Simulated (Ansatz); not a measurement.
# ZnS (P6_3mc) under pressure

```
CELL_PARAMETERS angstrom
3.73823 0.00000 0.00000
-1.86912 3.23740 0.00000
0.00000 0.00000 6.14300
ATOMIC_POSITIONS crystal
Zn 0.33333 0.66667 0.00559
Zn 0.66667 0.33333 0.50559
S 0.33333 0.66667 0.37941
S 0.66667 0.33333 0.87941
```

This is the zero-pressure cell under LDA. Cell and atoms are relaxed by PAW (default files of Ansatz 0.2.0, cutoff 420 eV, stress met within about 0.05 GPa) at each pressure, in this structure whether or not another phase would take over; P is the pressure reached, less that of this cell. Levels come from LDA, all-electron LAPW in Ansatz 0.2.0, scalar-relativistic; k mesh 6×6×4, fixed occupations, basis error target 0.5 meV/atom. Conduction levels are in eV over the valence top (at Γ), at fixed fractional wave vectors.

| P (GPa) | V/V₀ | c/a | Γ | L (oblique) | M ⊥ z | A ∥ z |
| --- | --- | --- | --- | --- | --- | --- |
| -1.96 | 1.0245 | 1.6413 | 2.084 | 3.326 | 3.426 | 3.428 |
| 0.00 | 1.0000 | 1.6433 | 2.192 | 3.321 | 3.404 | 3.499 |
| 2.00 | 0.9783 | 1.6440 | 2.294 | 3.316 | 3.378 | 3.558 |
| 4.00 | 0.9587 | 1.6456 | 2.385 | 3.305 | 3.354 | 3.614 |
| 7.00 | 0.9328 | 1.6478 | 2.510 | 3.287 | 3.318 | 3.686 |
| 9.99 | ? | ? | ? | ? | ? | ? |
| 14.98 | 0.8777 | 1.6554 | 2.783 | 3.224 | 3.228 | 3.842 |

Problem. Fit the third-order Birch-Murnaghan equation to the rows shown.

Solution. With f = [(V₀/V)^(2/3) − 1]/2, the normalised pressure F = P/[3f(1 + 2f)^(5/2)] is 84.9 GPa at f = -0.0080, 87.2 GPa at f = 0.0074, 87.2 GPa at f = 0.0143, 87.5 GPa at f = 0.0237, 88.4 GPa at f = 0.0454. The line F = B₀[1 + (3/2)(B′ − 4)f] gives B₀ = 86.1 GPa and B′ = 4.5.

Problem. What are the volume deformation potentials and pressure coefficients of these levels at zero pressure?

Solution. 

```
      level  dE/dlnV (eV)  dE/dP = −(dE/dlnV)/B₀ (meV/GPa)  mean slope up to 2.0 GPa (meV/GPa)
          Γ         -4.53                             52.7                                50.6
L (oblique)          0.24                             -2.8                                -2.7
      M ⊥ z          1.04                            -12.1                               -12.8
      A ∥ z         -2.82                             32.8                                29.8
```

dE/dlnV is the slope of a cubic fit in ln V at V₀. The last column is read from two rows and shows how the slope bends with pressure.

Problem. What belongs in the row at 9.99 GPa?

Solution. The fits give V/V₀ = 0.9102 and Γ = 2.621 eV. Computed: V/V₀ = 0.9101, c/a = 1.6507, Γ = 2.621, L (oblique) = 3.265, M ⊥ z = 3.284, A ∥ z = 3.751.

Known limits: no other phase was computed; many crystals of this kind change structure within this range, and rows or crossings beyond such a change describe a metastable lattice; wurtzite ZnS is metastable at ambient conditions; the frozen-core PAW files of the relaxations were fitted under PBE, their cores solved anew for this functional; semilocal gaps are low, and the spacing of valleys can be off by tenths of an eV; levels are read at fixed fractional k, so an edge that moves off these points is missed.
